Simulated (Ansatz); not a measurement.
InSb (zinc blende)

```yaml
crystal:
  lattice:
    - [0.00000, 3.31730, 3.31730]
    - [3.31730, 0.00000, 3.31730]
    - [3.31730, 3.31730, 0.00000]
  atoms:
    - { symbol: Sb, position: [0.75000, 0.75000, 0.75000] }
    - { symbol: In, position: [0.00000, 0.00000, 0.00000] }
```

E(V) scan at fixed shape, V₀ the volume above. Symmetry pins the atoms to their sites.

Method: PBE (plane waves to 420 eV, PAW, scalar-relativistic; Ansatz, a program for electronic structure). k mesh 12×12×12 (Γ-centred), Fermi-Dirac smearing 0.05 eV. The energy includes the smearing's −TS. Compression counts positive. At this level the bands of InSb touch or barely overlap; measurements give the solid a gap. InSb was relaxed with its symmetry unable to fall. Spin-orbit coupling is left out, though Sb is heavy. The zero of ΔE is the relaxed starting cell.

Question: Give the computed ΔE (meV/atom) and P (GPa) at V/V₀ = 0.940, 0.970, 1.030, 1.045, 1.060.

Answer: 
```
V/V₀   ΔE (meV/atom)  P (GPa)
-----  -------------  -------
0.940             17      2.7
0.970              4      1.2
1.030              4     -1.0
1.045              8     -1.4
1.060             13     -1.8
```

(Under strain, the slope of the energy per volume gives the stress and its curvature an elastic modulus.)
